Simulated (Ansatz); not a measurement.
C:
```yaml
crystal:
  lattice:
    - [2.45302, 0.00000, 0.00000]
    - [-1.22651, 2.12438, 0.00000]
    - [0.00000, 0.00000, 3.58566]
  atoms:
    - { symbol: C, position: [0.33333, 0.66667, 0.00000] }
    - { symbol: C, position: [0.66667, 0.33333, 0.00000] }
```

Relaxed with r²SCAN+D4. Special points in fractions of this cell's reciprocal vectors: Γ (0.000, 0.000, 0.000); M (0.500, 0.000, 0.000); K (0.333, 0.333, 0.000); A (0.000, 0.000, 0.500); L (0.500, 0.000, 0.500); H (0.333, 0.333, 0.500).

Task: List the band energies nearest the Fermi level at these points for r²SCAN+D4 in the plane-wave PAW code Ansatz.

Result: In eV from the Fermi level; about four levels below and three above (degenerate sets whole), none deeper than 8.9 eV; … stands for higher levels left out; points with the same levels are listed once.

```json
[
 {"k": "Γ", "below": "-7.44 -3.28 -3.28", "above": "3.80 …"},
 {"k": "M", "below": "-6.91 -2.04", "above": "2.48 …"},
 {"k": "K", "below": "–", "above": "0.47 0.47 …"},
 {"k": "A", "below": "-8.87 -3.26 -3.26", "above": "…"},
 {"k": "L", "below": "-6.88 -3.06", "above": "1.12 …"},
 {"k": "H", "below": "-0.49 -0.49", "above": "…"}
]
```

Space group P6/mmm. The workflow started from a Materials Project entry (that database holds measured and hypothetical structures alike); the Crystallography Open Database copy checked does not list it. It is not the phase usual at ambient conditions (space group No. 194, 227). The cell was relaxed with r²SCAN+D4 under the symmetry of its start; its stability against distortions is not shown here. The Fermi level of a semimetal is unsure by some 0.05 eV on such meshes.

Potentials: the later of the program's two PAW sets.
